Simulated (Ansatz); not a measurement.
**MoS$_{2}$ (P6_3/mmc), work and stress of cleavage**

The calculation used DFT PBEsol, scalar-relativistic, plane waves, PAW (Ansatz 0.2.0). Settings: plane waves to 420 eV, k-mesh 10×10×2 (Γ-centred), Gaussian smearing 0.05 eV. No spin polarisation. Energies are free energies at this smearing, counted from the undisturbed cell; pressure is positive in compression.

The starting cell (relaxed at this level):

```
CELL_PARAMETERS angstrom
-3.14143 0.00000 0.00000
-1.57072 -2.72056 0.00000
0.00000 0.00000 12.57882
ATOMIC_POSITIONS crystal
Mo 0.33333 0.33333 0.25000
Mo 0.66667 0.66667 0.75000
S 0.33333 0.33333 0.62605
S 0.66667 0.66667 0.12605
S 0.33333 0.33333 0.87395
S 0.66667 0.66667 0.37395
```

The cell holds layers and no dispersion correction was added, so their binding is poorly described.

The cut lies on the cell's a–b face, a (0 0 1) plane (indices in the standard cell, whose axes needn't be the Cartesian ones shown) of area 8.55 Å², between layers 3.17 Å apart. Vector c is lengthened by d along the normal with the atoms' Cartesian places fixed: one unrelaxed cut a cell. The traction is positive where the two halves pull on each other.

```csv
d (Å),energy (J/m²),traction (GPa)
-0.30,0.0246,-2.022
-0.15,0.0049,-0.723
0.00,0.0000,-0.009
0.25,0.0068,0.446
0.50,0.0189,0.474
0.75,0.0295,0.366
1.00,0.0371,0.248
1.50,0.0453,0.102
2.00,0.0488,0.045
3.00,0.0514,0.015
4.50,0.0524,0.001
6.00,0.0525,0.000
```

Problem. What are the work of separation and the cleavage stress, and do they fit the universal binding curve?

Solution. The energy levels off near W ≈ 0.0525 J/m² (the traction is down to 0.000 GPa), the energy of the two unrelaxed faces, 0.0262 J/m² each on average. The largest sampled traction is 0.474 GPa at d = 0.50 Å, and a parabola through it and its two neighbours peaks at σ_max ≈ 0.480 GPa, d ≈ 0.43 Å. The curve E = W[1 − (1 + d/ℓ)exp(−d/ℓ)] peaks in traction at d = ℓ with σ_max = W/(eℓ); with 1 J/m² per Å = 10 GPa this W and σ_max give ℓ = 0.40 Å. A parabola through that curve at the same three d peaks at 0.44 Å, against 0.43 Å here, a fair fit. Real crystals break at far lower stress, because cracks concentrate it.

The crystal is built of layers, and the cut parts neighbours that are weakly bound and not described well without a dispersion correction.

The cut is rigid; relaxing the faces lowers these energies and usually the stresses.

Cost: 12 runs of about 1.2 core-minutes in all, on Arm Neoverse V2 (shared hosts).